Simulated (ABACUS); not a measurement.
ABACUS run on AlGaN2 (P3m1, 8 atoms in the cell; from Materials Project mp-1228894, changed as shown): self-consistent single point.

All values come from this method and carry its errors: LDA (PW92), numerical atomic orbitals TZDP (confined pseudo-atomic orbitals with Gaussian additions; energy shift 0.01 Ry), PseudoDojo 0.4 standard norm-conserving LDA (tails mended) pseudopotentials (ABACUS).

The change in words: lattice scaled by 0.98. Reference geometry (P3m1):
```
CELL_PARAMETERS angstrom
      3.14528     0.00000     0.00000
      0.00000     5.44778     0.00000
      0.00000     0.00000     5.09689
ATOMIC_POSITIONS crystal
  Al 0.00000 0.00000 0.99926
  Al 0.50000 0.50000 0.99926
  Ga 0.50000 0.16667 0.49717
  Ga 0.00000 0.66667 0.49717
  N  0.50000 0.16667 0.11180
  N  0.00000 0.00000 0.62816
  N  0.00000 0.66667 0.11180
  N  0.50000 0.50000 0.62816
```

Reference input (self-consistent single point, DFT, LDA (PW92), numerical atomic orbitals TZDP (confined pseudo-atomic orbitals with Gaussian additions; energy shift 0.01 Ry), PseudoDojo 0.4 standard norm-conserving LDA (tails mended) pseudopotentials): basis = TZDP numerical atomic orbitals, energy shift 0.01 Ry; KPT = Gamma 8 6 6 0 0 0; basis_type = lcao; dft_functional = PWLDA; ecutwfc = 100 Ry; smearing_method = fixed; potentials = PseudoDojo 0.4 standard norm-conserving LDA (tails mended); symmetry = 1; symmetry_prec = 1e-05; ks_solver = genelpa; scf_nmax = 100; scf_thr = 1.0e-07. This run's input differs from it in these lines:

```diff
@@ -35,5 +35,5 @@
 LATTICE_VECTORS
-   3.1452800000    0.0000000000    0.0000000000
-   0.0000000000    5.4477840000    0.0000000000
-   0.0000000000    0.0000000000    5.0968900000
+   3.0823740000    0.0000000000    0.0000000000
+   0.0000000000    5.3388280000    0.0000000000
+   0.0000000000    0.0000000000    4.9949520000
 
@@ -45,4 +45,4 @@
 2
-   0.0000000000    0.0000000000    5.0931183014
-   1.5726400000    2.7238920000    5.0931183014
+   0.0000000000    0.0000000000    4.9912557355
+   1.5411870000    2.6694140000    4.9912557355
 
@@ -51,4 +51,4 @@
 2
-   1.5726400000    0.9079658159    2.5340208013
-   0.0000000000    3.6318578159    2.5340208013
+   1.5411870000    0.8898064463    2.4833402858
+   0.0000000000    3.5592204463    2.4833402858
 
@@ -57,6 +57,6 @@
 4
-   1.5726400000    0.9079658159    0.5698323020
-   0.0000000000    0.0000000000    3.2016624224
-   0.0000000000    3.6318578159    0.5698323020
-   1.5726400000    2.7238920000    3.2016624224
+   1.5411870000    0.8898064463    0.5584356336
+   0.0000000000    0.0000000000    3.1376290483
+   0.0000000000    3.5592204463    0.5584356336
+   1.5411870000    2.6694140000    3.1376290483
 # file: KPT
```

Output (repeated stretches shortened):

```
 SELF-CONSISTENT
 -------------------------------------------

                  longest orb rcut (Bohr) = 8
   longest nonlocal projector rcut (Bohr) = 1.94
                     search radius (Bohr) = 19.9

                          real space grid = [ 40, 72, 64 ]

                                 init_chg = atomic

 LCAO ALGORITHM --------------- ION=   1  ELEC=   1--------------------------------

 Density error is 0.174670728456
 E_KohnSham     -398.0426383464      -5415.6479284641
 E_Fermi        0.5239850579         7.1291824543

 LCAO ALGORITHM --------------- ION=   1  ELEC=   2--------------------------------

   [... lines left out ...]

   [... 8 blocks of this kind left out ...]

 LCAO ALGORITHM --------------- ION=   1  ELEC=  11--------------------------------

 Density error is 1.29372291077e-07
 E_KohnSham     -398.4095345331      -5420.6398071779
 E_Fermi        0.7041283590         9.5801578062

 LCAO ALGORITHM --------------- ION=   1  ELEC=  12--------------------------------

 Density error is 2.80279996323e-08
 E_KohnSham     -398.4095345331      -5420.6398071778
 E_KS(sigma->0) -398.4095345331      -5420.6398071778
 E_entropy(-TS) 0.0000000000         0.0000000000
 E_Fermi        0.7041282569         9.5801564167
 charge density convergence is achieved
 final etot is -5420.6398072 eV
 EFERMI = 9.5801564167 eV

 STATE ENERGY(eV) AND OCCUPATIONS    NSPIN == 1
   [... 33 lines left out ...]

 TOTAL-FORCE (eV/Angstrom)
                       Al1         0.0000000000         0.0000126791         0.0439503162
                       Al2         0.0000000000         0.0000126791         0.0439503162
                       Ga1         0.0000000000        -0.0001291622        -0.0272165644
                       Ga2         0.0000000000        -0.0001291622        -0.0272165644
                        N1         0.0000000000        -0.0001015737         0.0696145114
                        N2         0.0000000000         0.0002180568        -0.0863482632
                        N3         0.0000000000        -0.0001015737         0.0696145114
   [... lines left out ...]

 TOTAL-STRESS (KBAR)
        86.7274912589         0.0000000000         0.0000000000
         0.0000000000        86.7533283167         0.0120279353
         0.0000000000         0.0120279353        87.4214543138
 TOTAL-PRESSURE: 86.967425 KBAR

 --------------------------------------------
 !FINAL_ETOT_IS -5420.6398071778430676 eV
 --------------------------------------------
```

The run converged in 12 iterations. Against the reference run the free energy rises by 7.9 meV/atom, the pressure goes from -4.12 to 8.70 GPa and the gap on the mesh goes from 2.990 to 3.449 eV.

The atom-centred basis is finite, which shifts total energies, pressures and gaps against plane waves. The structure comes from a collection of computed structures, made at another level of theory; the collection holds predicted forms beside known ones.

Cost on one core: around 2.4 core-minutes (rough).

The atomic orbitals were generated for these runs; they are not ABACUS's published sets and were checked against plane waves on a few crystals only.

“Tails mended”: in these copies of the files the far tail of each local potential was reset to the Coulomb form.
